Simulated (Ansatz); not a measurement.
# KTaO3: an elastic constant from a strain scan

Level of theory: DFT r2SCAN, scalar-relativistic, plane waves, PAW (Ansatz). Settings: plane waves to 500 eV, k-mesh 6×6×6 (Γ-centred), Gaussian smearing 0.05 eV. Spin–orbit coupling is left out, which can shift energies with elements as heavy as these. No spin polarisation. Energies are free energies at this smearing, counted from the undisturbed cell; pressure is positive in compression.

The undisturbed cell (as given, not relaxed at this level; it stands at 0.3 GPa):

```xyz
5
Lattice="3.9883 0.0000 0.0000 0.0000 3.9883 0.0000 0.0000 0.0000 3.9883" Properties=species:S:1:pos:R:3 pbc="T T T"
K     1.9942    1.9942    1.9942
Ta    0.0000    0.0000    0.0000
O     1.9942    0.0000    0.0000
O     0.0000    1.9942    0.0000
O     0.0000    0.0000    1.9942
```

The cell is strained by ε times the Voigt pattern (1, 0, 0, 0, 0, 0) (xx, yy, zz, yz, xz, xy; engineering shear) with fractional coordinates fixed. The cell holds 5 atoms in V0 = 63.44 Å³. The stress column is τ = (1/V0) dE/dε, got from the stress tensor σ (compression positive) at each point as −det(1 + εP) σ : P(1 + εP)⁻¹, with P the pattern as a tensor.

```
      ε  ΔE (meV/atom)  τ (GPa)
-0.1000        268.201  -80.422
-0.0750        137.674  -52.541
-0.0500         56.209  -30.652
-0.0250         13.152  -13.558
 0.0000          0.000   -0.296
 0.0250          9.951    9.888
 0.0500         37.528   17.604
 0.0750         78.353   23.339
 0.0875        102.597   25.594
 0.1000              ?        ?
```

Which combination of elastic constants does this scan measure, and how large is it?

For small ε, τ = τ0 + Kε with K = pᵀCp, which for this pattern is C11 in the cubic axes. The parabola through τ at ε = -0.0250, 0 and 0.0250 has slope K = 469 GPa at zero. The energies per cell, E = NΔE, of the same two points give K = 2[E(ε₊)/ε₊ − E(ε₋)/ε₋]/[(ε₊ − ε₋)V0] = 467 GPa, in agreement.

Predict the withheld row at ε = 0.1000 from the harmonic law, and compare.

ΔE = V0(τ0 ε + Kε²/2)/N = 183.325 meV/atom and τ = 46.60 GPa. The calculation gives 128.906 meV/atom and 27.50 GPa: the energy lies 30 % below the harmonic value, as bonds soften when stretched.

Symmetry holds off the tilts and polar distortions that many cubic perovskites undergo.